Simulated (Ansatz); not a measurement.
Te (simple cubic, Pm-3m) under volume change, r²SCAN in the plane-wave PAW code Ansatz, scaled uniformly.

| V (Å³/atom) | E − E(relaxed) (meV/atom) | P (GPa) |
|---|---|---|
| 29.495 | 53.5 | 6.40 |
| 30.467 | 22.4 | 3.91 |
| 31.439 | 5.3 | 1.79 |
| 32.412 | 0.0 | 0.00 |
| 33.384 | 4.7 | -1.51 |
| 34.356 | 17.8 | -2.77 |
| 35.329 | 37.9 | -3.81 |

### Question
What does a third-order Birch–Murnaghan fit give for V₀, B₀ and B′?

### Answer
V₀ = 32.41 Å³/atom, B₀ = 54.4 GPa, B′ = 4.7.

The cell is a constructed one: a structure type filled with these elements; neither database checked (COD, Materials Project) lists it. It is not the phase usual at ambient conditions (space group No. 152). Symmetry was held in the r²SCAN relaxation; whether a distortion lowers the energy is not shown. Scalar-relativistic: spin–orbit coupling is off unless named, which matters more the heavier the elements.

Potentials: the later of the program's two PAW sets.
